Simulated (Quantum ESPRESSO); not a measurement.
## Ga2AlInP4 (finding a planted mistake in a log)

Simulated, not a measurement. The program is pw.x of Quantum ESPRESSO 7.5 (plane-wave density functional theory). The cell is made up: 8 atoms on a zincblende/diamond lattice, with randomly drawn elements, strain and displacements, not relaxed. PseudoDojo standard norm-conserving files (v0.5 for PBE, v0.4.1 for LDA and PBEsol) set the functional; there is no spin polarisation, spin-orbit coupling or dispersion term, and the masses in the input are unused placeholders.

Intended input:

```
&control calculation='scf', pseudo_dir='./dojo.nc.sr.pbe.v0_5.standard.upf', outdir='./o', disk_io='medium', tprnfor=.true., tstress=.true. /
&system ibrav=0, nat=8, ntyp=4, nbnd=37, ecutwfc=79.96652505, nosym=.true., tot_charge=0,
 occupations='smearing', smearing='fd', degauss=0.0018374661
/
&electrons conv_thr=7.350e-09, electron_maxstep=60, /
ATOMIC_SPECIES
Al 1.0 Al.upf
Ga 1.0 Ga.upf
In 1.0 In.upf
P 1.0 P.upf
CELL_PARAMETERS angstrom
5.7912 -0.0477 0.0459
-0.0477 5.7529 -0.0465
0.0459 -0.0465 5.6676
ATOMIC_POSITIONS angstrom
Ga 0.012 -0.0114 -0.0314
Ga 0.0154 2.8813 2.7881
Al 2.9397 -0.0384 2.8821
In 2.8898 2.8994 -0.0081
P 1.4259 1.4124 1.4577
P 1.4399 4.2831 4.2156
P 4.3886 1.3979 4.2881
P 4.3855 4.2571 1.3935
K_POINTS automatic
4 4 4 1 1 1
```

The log is shortened where brackets say so; the opening notice, blank lines, dates and the lines on written files are dropped, and the path of the files is cut. It prints rydbergs, bohrs and kilobars, and counts compression as positive stress.

Log of the intended run:

```
     Program PWSCF v.7.5
     Parallel version (MPI & OpenMP), running on       1 processor cores
     Number of MPI processes:                 1
     Threads/MPI process:                     1
     [start-up lines left out]
     bravais-lattice index     =            0
     lattice parameter (alat)  =      10.9445  a.u.
     unit-cell volume          =    1273.9879 (a.u.)^3
     number of atoms/cell      =            8
     number of atomic types    =            4
     number of electrons       =        62.00
     number of Kohn-Sham states=           37
     kinetic-energy cutoff     =      79.9665  Ry
     charge density cutoff     =     319.8661  Ry
     scf convergence threshold =      7.3E-09
     mixing beta               =       0.7000
     number of iterations used =            8  plain     mixing
     Exchange-correlation= PBE
                           (   1   4   3   4   0   0   0)
     [axes and pseudopotential details left out]
   Cartesian axes
     site n.     atom                  positions (alat units)
         1        Ga     tau(   1) = (   0.0020720  -0.0019684  -0.0054217  )
         2        Ga     tau(   2) = (   0.0026590   0.4974982   0.4814059  )
         3        Al     tau(   3) = (   0.5075818  -0.0066303   0.4976364  )
         4        In     tau(   4) = (   0.4989659   0.5006235  -0.0013986  )
         5        P      tau(   5) = (   0.2462023   0.2438713   0.2516930  )
         6        P      tau(   6) = (   0.2486196   0.7395393   0.7278845  )
         7        P      tau(   7) = (   0.7577554   0.2413677   0.7404027  )
         8        P      tau(   8) = (   0.7572202   0.7350501   0.2406080  )
     number of k points=    32  Fermi-Dirac smearing, width (Ry)=  0.0018
                       cart. coord. in units 2pi/alat
        k(    1) = (   0.1250490   0.1279100   0.1277711), wk =   0.0625000
        k(    2) = (   0.1230408   0.1299585   0.3832729), wk =   0.0625000
     [further k points left out]
     Dense  grid:   123011 G-vectors     FFT dimensions: (  64,  64,  64)
     Estimated max dynamical RAM per process >     163.71 MB
     Initial potential from superposition of free atoms
     starting charge      61.9877, renormalised to      62.0000
     Starting wfcs are   47 randomized atomic wfcs
     total cpu time spent up to now is       15.0 secs
     per-process dynamical memory:    96.2 Mb
     Self-consistent Calculation
     iteration #  1     ecut=    79.97 Ry     beta= 0.70
     Davidson diagonalization with overlap
     ethr =  1.00E-02,  avg # of iterations =  4.0
     Threshold (ethr) on eigenvalues was too large:
     Diagonalizing with lowered threshold
     Davidson diagonalization with overlap
     ethr =  5.31E-04,  avg # of iterations =  2.0
     total cpu time spent up to now is       67.0 secs
     total energy              =    -498.94040949 Ry
     estimated scf accuracy    <       0.33486351 Ry
     iteration #  2     ecut=    79.97 Ry     beta= 0.70
     Davidson diagonalization with overlap
     ethr =  5.40E-04,  avg # of iterations =  2.3
     total cpu time spent up to now is       91.7 secs
     total energy              =    -499.02513685 Ry
     estimated scf accuracy    <       0.08408825 Ry
     [iterations 3 to 8 left out]
     iteration #  9     ecut=    79.97 Ry     beta= 0.70
     Davidson diagonalization with overlap
     ethr =  8.85E-11,  avg # of iterations =  5.0
     total cpu time spent up to now is      324.6 secs
     total energy              =    -499.04040052 Ry
     estimated scf accuracy    <       0.00000008 Ry
     iteration # 10     ecut=    79.97 Ry     beta= 0.70
     Davidson diagonalization with overlap
     ethr =  8.85E-11,  avg # of iterations =  2.0
     total cpu time spent up to now is      348.6 secs
     End of self-consistent calculation
     [lines on levels left out]
!    total energy              =    -499.04040052 Ry
     estimated scf accuracy    <          6.1E-09 Ry
     smearing contrib. (-TS)   =      -0.00000000 Ry
     internal energy E=F+TS    =    -499.04040052 Ry
     The total energy is F=E-TS. E is the sum of the following terms:
     one-electron contribution =    -244.96839520 Ry
     hartree contribution      =     163.06575989 Ry
     xc contribution           =    -142.21472522 Ry
     ewald contribution        =    -274.92304000 Ry
     convergence has been achieved in  10 iterations
     Forces acting on atoms (cartesian axes, Ry/au):
     atom    1 type  2   force =     0.00049745    0.01333890    0.00697444
     atom    2 type  2   force =    -0.00329484   -0.00680691    0.00374888
     atom    3 type  1   force =     0.00246893    0.00385404   -0.00941723
     atom    4 type  3   force =    -0.02223282   -0.01125860    0.00540469
     atom    5 type  4   force =    -0.00398524   -0.02596959    0.01095700
     atom    6 type  4   force =    -0.01183399    0.02303546   -0.02509126
     atom    7 type  4   force =     0.02540865   -0.03686972   -0.03429708
     atom    8 type  4   force =     0.01297186    0.04067643    0.04172056
     Total force =     0.099565     Total SCF correction =     0.000242
     Computing stress (Cartesian axis) and pressure
          total   stress  (Ry/bohr**3)                   (kbar)     P=      -33.73
  -0.00026006   0.00004826  -0.00004523          -38.26        7.10       -6.65
   0.00004826  -0.00024384   0.00008435            7.10      -35.87       12.41
  -0.00004523   0.00008435  -0.00018392           -6.65       12.41      -27.06
     init_run     :     11.65s CPU     14.93s WALL (       1 calls)
     electrons    :    314.37s CPU    333.62s WALL (       1 calls)
     forces       :      4.06s CPU      4.14s WALL (       1 calls)
     stress       :     18.64s CPU     19.62s WALL (       1 calls)
     [timing details left out]
     PWSCF        :   5m48.94s CPU   6m12.82s WALL
     JOB DONE.
```

A second run was made from an input with one planted mistake. Its log:

```
     Program PWSCF v.7.5
     Parallel version (MPI & OpenMP), running on       1 processor cores
     Number of MPI processes:                 1
     Threads/MPI process:                     1
     [start-up lines left out]
     bravais-lattice index     =            0
     lattice parameter (alat)  =      10.9445  a.u.
     unit-cell volume          =    1273.9879 (a.u.)^3
     number of atoms/cell      =            8
     number of atomic types    =            4
     number of electrons       =        62.00
     number of Kohn-Sham states=           37
     kinetic-energy cutoff     =      51.5960  Ry
     charge density cutoff     =     206.3842  Ry
     scf convergence threshold =      7.3E-09
     mixing beta               =       0.7000
     number of iterations used =            8  plain     mixing
     Exchange-correlation= PBE
                           (   1   4   3   4   0   0   0)
     [axes and pseudopotential details left out]
   Cartesian axes
     site n.     atom                  positions (alat units)
         1        Ga     tau(   1) = (   0.0020720  -0.0019684  -0.0054217  )
         2        Ga     tau(   2) = (   0.0026590   0.4974982   0.4814059  )
         3        Al     tau(   3) = (   0.5075818  -0.0066303   0.4976364  )
         4        In     tau(   4) = (   0.4989659   0.5006235  -0.0013986  )
         5        P      tau(   5) = (   0.2462023   0.2438713   0.2516930  )
         6        P      tau(   6) = (   0.2486196   0.7395393   0.7278845  )
         7        P      tau(   7) = (   0.7577554   0.2413677   0.7404027  )
         8        P      tau(   8) = (   0.7572202   0.7350501   0.2406080  )
     number of k points=    32  Fermi-Dirac smearing, width (Ry)=  0.0018
                       cart. coord. in units 2pi/alat
        k(    1) = (   0.1250490   0.1279100   0.1277711), wk =   0.0625000
        k(    2) = (   0.1230408   0.1299585   0.3832729), wk =   0.0625000
     [further k points left out]
     Dense  grid:    63789 G-vectors     FFT dimensions: (  54,  50,  50)
     Estimated max dynamical RAM per process >      86.61 MB
     Initial potential from superposition of free atoms
     starting charge      61.9877, renormalised to      62.0000
     Starting wfcs are   47 randomized atomic wfcs
     total cpu time spent up to now is        5.2 secs
     per-process dynamical memory:    54.0 Mb
     Self-consistent Calculation
     iteration #  1     ecut=    51.60 Ry     beta= 0.70
     Davidson diagonalization with overlap
     ethr =  1.00E-02,  avg # of iterations =  4.0
     Threshold (ethr) on eigenvalues was too large:
     Diagonalizing with lowered threshold
     Davidson diagonalization with overlap
     ethr =  6.24E-04,  avg # of iterations =  2.0
     total cpu time spent up to now is       27.6 secs
     total energy              =    -498.24179735 Ry
     estimated scf accuracy    <       0.39857203 Ry
     iteration #  2     ecut=    51.60 Ry     beta= 0.70
     Davidson diagonalization with overlap
     ethr =  6.43E-04,  avg # of iterations =  2.1
     total cpu time spent up to now is       38.4 secs
     total energy              =    -498.34636720 Ry
     estimated scf accuracy    <       0.09931703 Ry
     [iterations 3 to 8 left out]
     iteration #  9     ecut=    51.60 Ry     beta= 0.70
     Davidson diagonalization with overlap
     ethr =  1.15E-10,  avg # of iterations =  4.0
     total cpu time spent up to now is      130.1 secs
     total energy              =    -498.36466445 Ry
     estimated scf accuracy    <       0.00000005 Ry
     iteration # 10     ecut=    51.60 Ry     beta= 0.70
     Davidson diagonalization with overlap
     ethr =  8.54E-11,  avg # of iterations =  2.0
     total cpu time spent up to now is      143.5 secs
     End of self-consistent calculation
     [lines on levels left out]
!    total energy              =    -498.36466446 Ry
     estimated scf accuracy    <          1.5E-09 Ry
     smearing contrib. (-TS)   =      -0.00000000 Ry
     internal energy E=F+TS    =    -498.36466446 Ry
     The total energy is F=E-TS. E is the sum of the following terms:
     one-electron contribution =    -243.57005389 Ry
     hartree contribution      =     161.99504188 Ry
     xc contribution           =    -141.86661245 Ry
     ewald contribution        =    -274.92304000 Ry
     convergence has been achieved in  10 iterations
     Forces acting on atoms (cartesian axes, Ry/au):
     atom    1 type  2   force =     0.00059168    0.01322053    0.00715718
     atom    2 type  2   force =    -0.00314763   -0.00696071    0.00372021
     atom    3 type  1   force =     0.00246528    0.00385682   -0.00943697
     atom    4 type  3   force =    -0.02221985   -0.01125785    0.00537980
     atom    5 type  4   force =    -0.00419847   -0.02588920    0.01102371
     atom    6 type  4   force =    -0.01212715    0.02310910   -0.02512762
     atom    7 type  4   force =     0.02549018   -0.03684068   -0.03439292
     atom    8 type  4   force =     0.01314596    0.04076200    0.04167661
     Total force =     0.099705     Total SCF correction =     0.000137
     Computing stress (Cartesian axis) and pressure
          total   stress  (Ry/bohr**3)                   (kbar)     P=     -600.39
  -0.00411321   0.00004798  -0.00004321         -605.07        7.06       -6.36
   0.00004798  -0.00410013   0.00008545            7.06     -603.15       12.57
  -0.00004321   0.00008545  -0.00403081           -6.36       12.57     -592.95
     init_run     :      4.68s CPU      5.09s WALL (       1 calls)
     electrons    :    127.43s CPU    138.27s WALL (       1 calls)
     forces       :      2.70s CPU      2.74s WALL (       1 calls)
     stress       :      7.20s CPU      7.22s WALL (       1 calls)
     [timing details left out]
     PWSCF        :   2m22.15s CPU   2m33.59s WALL
     JOB DONE.
```

Question: what was wrong in the second input?

Answer: the plane-wave cutoff is too low. The input lines that differ, file-writing options aside:

```
- &system ibrav=0, nat=8, ntyp=4, nbnd=37, ecutwfc=79.96652505, nosym=.true., tot_charge=0,
+ &system ibrav=0, nat=8, ntyp=4, nbnd=37, ecutwfc=51.59604833, nosym=.true., tot_charge=0,
```

```
                                            intended run  run with the mistake
                          free energy (eV)     -6789.791             -6780.597
                    smearing term -TS (eV)        0.0000                0.0000
                            pressure (GPa)         -3.37                -60.04
            largest force component (eV/Å)         1.073                 1.072
largest change of a force component (eV/Å)                               0.008
                                iterations            10                    10
```

For scale, a rerun of the intended cell at 1377 eV and a 6 x 6 x 6 mesh moved values by no more than 0.008 eV in energy, 0.02 GPa in stress and 0.002 eV/Å in force.